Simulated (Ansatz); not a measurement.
The elements of this relaxed trial crystal are hidden behind letters.

```
lattice vectors (Å)
   3.9158    0.0000    0.0000
  -1.9579    3.3912    0.0000
   0.0000    0.0000   19.2194
fractional positions
X 0.0000 0.0000 0.0051
X 0.0000 0.0000 0.5051
X 0.3333 0.6667 0.1667
X 0.6667 0.3333 0.6667
X 0.6667 0.3333 0.3285
X 0.3333 0.6667 0.8285
Z 0.6667 0.3333 0.4574
Z 0.3333 0.6667 0.9574
Q 0.0000 0.0000 0.1277
Q 0.0000 0.0000 0.6277
Q 0.3333 0.6667 0.2896
Q 0.6667 0.3333 0.7896
```

All numbers below come from Ansatz 0.2.0, DFT PBE, scalar-relativistic, plane waves, PAW. Cutoff 420 eV, Γ-centred 12×12×2 mesh (12-atom cell), Gaussian smearing of 0.02 eV, no spin polarisation.

- Space group: P6_3mc (No. 186)
- Conventional cell: a = 3.916 Å, c = 19.219 Å
- Volume per atom: 21.27 Å³
- Density: 4.41 g/cm³
- Energy over the elements: −0.774 eV/atom
- Gap on the 12×12×2 mesh of the 12-atom cell: 1.45 eV

Energies are uncorrected and count from the elements' standard states at the same level.

Q: X is a d-block element of period 4, Z is a p-block element of period 4 and Q is a p-block element of period 3. Which elements are they?

A: X = Zn, Z = Se, Q = S, so the formula is Zn3SeS2. Density times volume gives a mean mass of 4.41 × 21.27/1.6605 = 56.5 u per atom, and this set has 56.5 u. Around Zn on its first site lie 1 S at 2.36 Å and 3 Se at 2.44 Å; Se has 4 Zn at 2.44–2.48 Å; S on its first site is surrounded by 4 Zn at 2.36–2.38 Å; 3 more sites not described. Other sets within the hints have nearly the same mass, so mass alone doesn't settle it; this one was computed.

Kohn–Sham gaps at this level usually fall short of measured ones. A later test with randomly moved atoms came back to the same energy, though modes that don't fit the test's cell weren't probed.
